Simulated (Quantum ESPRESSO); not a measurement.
**Kohn-Sham bands of WO$_{3}$ (ReO3 type)**

```yaml
crystal:
  lattice:
    - [3.80620, 0.00000, 0.00000]
    - [0.00000, 3.80620, 0.00000]
    - [0.00000, 0.00000, 3.80620]
  atoms:
    - { symbol: W, position: [0.00000, 0.00000, 0.00000] }
    - { symbol: O, position: [0.00000, 0.00000, 0.50000] }
    - { symbol: O, position: [0.50000, 0.00000, 0.00000] }
    - { symbol: O, position: [0.00000, 0.50000, 0.00000] }
```

Structure: Materials Project mp-19390, symmetrised, not relaxed again. Not found in the COD (Crystallography Open Database) copy used, which has the formula in other groups; not checked further. Computed values, not measurements, from PBEsol: Quantum ESPRESSO (norm-conserving PseudoDojo potentials, cutoff 68 Ry, no spin polarisation, no spin-orbit coupling) on a Γ-centred 8×8×8 mesh, then Wannier90. Density: 8×8×8 mesh, cold smearing 0.01 Ry. Spin-orbit coupling is left out although heavy elements are present.

Task: List the Kohn-Sham levels between −8 and 3.6 eV relative to the valence-band maximum at the high-symmetry points, as a band run of pw.x on that density gives them (levels within 2 meV counted together).

Result: 
| point | k (reciprocal lattice) | levels (eV) |
|---|---|---|
| Γ | 0.000 0.000 0.000 | -3.12 (×3), -1.17 (×3), -1.05 (×3), 0.59 (×3) |
| X | 0.000 0.500 0.000 | -7.05, -3.57 (×2), -2.70 (×2), -2.46, -1.47, -1.07 (×2), 0.65 |
| M | 0.500 0.500 0.000 | -7.17, -6.86, -5.50, -3.51 (×2), -2.25, -1.91 (×2), -0.01 |
| R | 0.500 0.500 0.500 | -7.16 (×2), -6.64, -5.40 (×3), 0.00 (×3) |
